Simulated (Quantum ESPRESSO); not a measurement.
Space group Cmce (No. 64); a = 6.528 Å, b = 4.115 Å, c = 8.402 Å, α = β = γ = 90.00°

```tsv
atom	site	symmetry	x	y	z
Cl	8f	m..	0.0000	0.3855	0.1048
```
(The calculation used a cell of 4 atoms; values per cell refer to that cell.)

The geometry is that of Materials Project entry mp-22848, symmetrised and not relaxed again.

Problem. What does LDA (Quantum ESPRESSO, PseudoDojo norm-conserving, 56 Ry, without SOC) give for the electronic structure near the Fermi level?

Solution. The LDA gap is direct, 2.08 eV at Γ. 

Letters of k points follow the standard setting of the lattice, whose axes may be ordered differently from the printed cell.

The distance between layers or molecules is the database entry's, not relaxed here. Functionals without dispersion can leave it too large, which widens gaps and weakens the response across layers: the numbers belong to this cell.
